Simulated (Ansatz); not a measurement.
Sb:
```xyz
2
Lattice="0.0000 3.4960 3.4960 3.4960 0.0000 3.4960 3.4960 3.4960 0.0000" Properties=species:S:1:pos:R:3 pbc="T T T"
Sb     0.0000     0.0000     0.0000
Sb     1.7480     1.7480     1.7480
```

Relaxed with PBE. Special points in fractions of this cell's reciprocal vectors: Γ (0.000, 0.000, 0.000); X (0.500, 0.000, 0.500); U (0.625, 0.250, 0.625); K (0.375, 0.375, 0.750); L (0.500, 0.500, 0.500); W (0.500, 0.250, 0.750).

**Question.** List the band energies nearest the Fermi level at these points for PBE (plane waves, PAW; program Ansatz).

**Answer.** In eV from the Fermi level; about four levels below and three above (degenerate sets whole), none deeper than 8.9 eV; points with the same levels are listed once.

| k | below | above |
|---|---|---|
| Γ | -5.32 -1.67 -1.67 -1.67 | 0.61 0.61 0.61 |
| X | -3.27 -3.27 -0.37 -0.37 | 4.21 4.21 6.22 6.22 |
| U | -8.84 -3.76 -3.04 -0.37 | 1.21 3.16 3.33 |
| L | -7.95 -2.44 -2.44 -2.14 | 1.64 1.64 4.02 |
| W | -3.55 -3.55 | 0.84 0.84 2.66 2.66 |

Space group Fd-3m (diamond). The start of the workflow was typed in or built on a structure type; neither database checked (COD, Materials Project) lists it. It is not the phase usual at ambient conditions (space group No. 166). Symmetry was held in the PBE relaxation; whether a distortion lowers the energy is not shown. Spin–orbit coupling is left out wherever it is not named.

Potentials: the later of the program's two PAW sets.
